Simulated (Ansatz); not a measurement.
Ti$_{2}$BiN:
Space group P6₃/mmc (No. 194); a = 3.2990 Å, b = 3.2990 Å, c = 13.0572 Å, α = 90.00°, β = 90.00°, γ = 120.00°

| atom | site | symmetry | x | y | z |
|---|---|---|---|---|---|
| Ti | 4f | 3m. | 0.6667 | 0.3333 | 0.0734 |
| Bi | 2c | -6m2 | 0.3333 | 0.6667 | 0.2500 |
| N | 2a | -3m. | 0.0000 | 0.0000 | 0.0000 |

Relaxed with r²SCAN.

### Question
Which orbitals make up the states near the Fermi level in plane-wave PAW r²SCAN (Ansatz code)?

### Answer
Within 0.5 eV of the Fermi level: Ti 3d 78 %, Bi 6p 15 %. Projections are on Löwdin-orthogonalised atomic valence shells; empty p or d shells of many metals are not among them.

### Question
Tabulate the density of states.

### Answer
States/eV per cell of 8 atoms, in 0.25 eV bins, energy from the Fermi level.

| E (eV) | total | Ti 3d | N 2p | Bi 6p |
|---|---|---|---|---|
| -7.85 | 0.00 | 0.00 | 0.00 | 0.00 |
| -7.60 | 0.00 | 0.00 | 0.00 | 0.00 |
| -7.35 | 0.02 | 0.00 | 0.01 | 0.01 |
| -7.10 | 0.32 | 0.05 | 0.11 | 0.08 |
| -6.85 | 1.13 | 0.20 | 0.39 | 0.32 |
| -6.60 | 4.54 | 0.94 | 2.00 | 0.67 |
| -6.35 | 6.31 | 1.30 | 3.09 | 0.67 |
| -6.10 | 3.55 | 0.65 | 1.89 | 0.39 |
| -5.85 | 3.68 | 0.82 | 1.83 | 0.62 |
| -5.60 | 7.07 | 1.47 | 3.65 | 1.29 |
| -5.35 | 9.94 | 2.62 | 5.91 | 0.89 |
| -5.10 | 10.76 | 2.45 | 6.72 | 1.15 |
| -4.85 | 2.27 | 0.34 | 1.34 | 0.45 |
| -4.60 | 3.39 | 0.58 | 1.74 | 0.88 |
| -4.35 | 3.29 | 0.58 | 1.19 | 1.31 |
| -4.10 | 1.39 | 0.24 | 0.20 | 0.79 |
| -3.85 | 1.74 | 0.32 | 0.25 | 0.99 |
| -3.60 | 2.85 | 0.58 | 0.45 | 1.56 |
| -3.35 | 5.09 | 1.34 | 0.63 | 2.83 |
| -3.10 | 8.14 | 2.67 | 0.68 | 4.42 |
| -2.85 | 1.11 | 0.35 | 0.05 | 0.63 |
| -2.60 | 1.02 | 0.36 | 0.03 | 0.55 |
| -2.35 | 1.10 | 0.46 | 0.02 | 0.54 |
| -2.10 | 1.39 | 0.75 | 0.02 | 0.54 |
| -1.85 | 3.63 | 2.89 | 0.03 | 0.54 |
| -1.60 | 3.85 | 3.24 | 0.04 | 0.40 |
| -1.35 | 2.37 | 1.97 | 0.05 | 0.25 |
| -1.10 | 3.61 | 2.85 | 0.08 | 0.53 |
| -0.85 | 4.45 | 3.36 | 0.10 | 0.78 |
| -0.60 | 4.64 | 3.69 | 0.07 | 0.70 |
| -0.35 | 5.64 | 4.63 | 0.09 | 0.74 |
| -0.10 | 4.11 | 3.12 | 0.11 | 0.72 |
| 0.15 | 3.25 | 2.34 | 0.12 | 0.63 |
| 0.40 | 3.86 | 2.95 | 0.14 | 0.51 |
| 0.65 | 6.18 | 4.98 | 0.23 | 0.57 |
| 0.90 | 8.24 | 6.96 | 0.27 | 0.64 |
| 1.15 | 8.30 | 7.04 | 0.24 | 0.62 |
| 1.40 | 6.13 | 5.25 | 0.08 | 0.34 |
| 1.65 | 8.75 | 7.26 | 0.12 | 0.52 |
| 1.90 | 9.89 | 8.10 | 0.26 | 0.82 |
| 2.15 | 9.88 | 8.12 | 0.30 | 0.64 |
| 2.40 | 9.62 | 8.12 | 0.28 | 0.46 |
| 2.65 | 9.80 | 8.11 | 0.40 | 0.53 |
| 2.90 | 8.57 | 6.15 | 1.05 | 0.67 |
| 3.15 | 8.46 | 5.75 | 0.98 | 0.69 |
| 3.40 | 8.12 | 5.33 | 1.03 | 0.75 |

Space group P6_3/mmc. The start of the workflow was typed in or built on a structure type; neither database checked (COD, Materials Project) lists it. Whether it is the stable phase at ambient conditions was not checked. The cell was relaxed with r²SCAN under the symmetry of its start; its stability against distortions is not shown here. The workflow began spin-polarised and lost its moments. Spin–orbit coupling is left out wherever it is not named.

Potentials: the later of the program's two PAW sets.
